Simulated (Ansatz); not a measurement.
This run works on a generated trial structure, not on a known crystal.

Input and command of a plane-wave DFT calculation in Ansatz:

```yaml
crystal:
  lattice:
    - [3.0258972668, 0.0, 0.0]
    - [0.0, 3.0258972668, 0.0]
    - [0.0, 0.0, 8.1334903756]
  atoms:
    - { symbol: Al, position: [0.0, 0.0, 0.5] }
    - { symbol: Cu, position: [0.0, 0.0, 0.8359318743] }
    - { symbol: Cu, position: [0.5, 0.5, 0.6712190876] }
    - { symbol: Cu, position: [0.5, 0.5, 0.3287809124] }
    - { symbol: Cu, position: [0.0, 0.0, 0.1640681257] }
    - { symbol: Cu, position: [0.5, 0.5, 0.0] }
basis:
  ecutwfc: 420
kpoints:
  mp_grid: { grid: [12, 12, 6] }
hamiltonian:
  xc: pbe
scf:
  occupations: { method: gaussian, width: 0.1 }
output:
  forces: true
  stress: true
  eigenvalues: true
relax:
  adjacent_minimum: "off"
  f_tol: 0.01
  max_steps: 80
  cell: { stress_tol: 0.05 }
```

```bash
ansatz run input.yaml --threads 1 --pin off --max-ram 2560MiB --backend cpu --events-out ev --progress --plain --runs-dir out
```

Processor: Intel(R) Xeon(R) Processor @ 2.50GHz (Skylake/Cascade Lake), 1 thread, on a host shared with other jobs.

Problem. Estimate time, memory and problem size.

Solution. About 8.1 min, peak memory 0.64 GiB. It solves 59 bands at 112 k points (after reduction by symmetry) with about 1435 plane waves (on the last cell), in 63 SCF iterations over 9 ionic steps.
